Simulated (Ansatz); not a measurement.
**Structure relaxation of Sc2Al**

All numbers below come from Ansatz 0.2.0, DFT r2SCAN, scalar-relativistic, plane waves, PAW. Cutoff 500 eV, Γ-centred k mesh, Gaussian smearing, no spin polarisation in the final step.

The start puts Sc2Al on the CaC2 structure type (I4/mmm, No. 139), with Al in place of Ca, Sc in place of C, at a guessed volume.

```xyz
3
Lattice="-2.1545 2.1545 3.5336 2.1545 -2.1545 3.5336 2.1545 2.1545 -3.5336" Properties=species:S:1:pos:R:3 pbc="T T T"
Sc    0.0000    0.0000    4.1908
Sc    0.0000    0.0000    2.8763
Al    0.0000    0.0000    0.0000
```

Cell and atoms relax at zero pressure; the relaxation can't lower the symmetry of the start. After a coarse first stage the cell is made exact in the group found at 0.06 Å.

(1) What does it relax into?

(2) What are its volume, density and gap?

Results:

(1) It keeps I4/mmm (No. 139), but not the shape of the type it started on. Conventional cell: a = 3.144 Å, c = 12.905 Å. Sc is coordinated by 4 Al at 2.97 Å, 4 Sc at 3.14 Å and 4 Sc at 3.35 Å; Al has 8 Sc at 2.97 Å and 4 Al at 3.14 Å.

```xyz
3
Lattice="-1.5720 1.5720 6.4525 1.5720 -1.5720 6.4525 1.5720 1.5720 -6.4525" Properties=species:S:1:pos:R:3 pbc="T T T"
Sc    0.0000    0.0000    8.4286
Sc    0.0000    0.0000    4.4765
Al    0.0000    0.0000    0.0000
```

(2) The volume per atom is 21.26 Å³ and the density is 3.04 g/cm³. The gap on the 20×20×20 mesh is 0 eV (a metal).

The final run used a 20×20×20 mesh on its 3-atom cell and 0.10 eV smearing. Symmetry constrained the relaxation, so the result can be a saddle point.

Cost: 3 runs of about 11 core-minutes in all, on Arm Neoverse V2 (shared hosts).